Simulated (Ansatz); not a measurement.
**Ga2Cu, first-principles data**

Ga$_{2}$Cu:
```cif
data_CuGa2
_chemical_formula_sum 'Ga2 Cu1'
_space_group_name_H-M_alt 'P4/mmm'
_space_group_IT_number 123
_space_group_name_Hall '-P 4 2'
_cell_length_a 2.81598
_cell_length_b 2.81598
_cell_length_c 5.73506
_cell_angle_alpha 90.000
_cell_angle_beta 90.000
_cell_angle_gamma 90.000
loop_
_atom_site_label
_atom_site_type_symbol
_atom_site_symmetry_multiplicity
_atom_site_Wyckoff_symbol
_atom_site_fract_x
_atom_site_fract_y
_atom_site_fract_z
_atom_site_occupancy
Ga1 Ga 2 h 0.50000 0.50000 0.28341 1
Cu1 Cu 1 a 0.00000 0.00000 0.00000 1
```

Space group P4/mmm (No. 123); conventional cell a = b = 2.8160 Å, c = 5.7351 Å, α = β = γ = 90.00°.

Method: plane-wave PAW r²SCAN (Ansatz code). The cell and atoms are relaxed at this level. Other levels are named where they apply.

### Cell and energy

- Volume per atom: 15.16 Å³
- Density: 7.41 g/cm³
- Formation energy from the elements (no fitted shifts): -0.077 eV/atom

### Electronic structure

Electronic character: metallic (no gap)
Density of states at the Fermi level: 0.24 states/eV per atom (mean over ±0.08 eV)
Gap with spin–orbit coupling: none (metallic)

### Mechanics

- Bulk modulus (Birch–Murnaghan fit): 93.8 GPa
- Pressure derivative B′: 5.3

### Charges

Bader charges: Ga +0.12, Cu -0.24 e

The workflow started from an entry of the Crystallography Open Database (COD). Whether it is the stable phase at ambient conditions was not checked. Symmetry was held in the r²SCAN relaxation; its stability against distortions is not shown here. No spin polarisation was allowed. Axis ratios of metals converge slowly with the k-mesh, so a and c are less sure than the volume. The references are the lowest solids computed at this level, not always the standard phases. Scalar-relativistic: spin–orbit coupling is off unless named, which matters more the heavier the elements.

Potentials: the later of the program's two PAW sets.
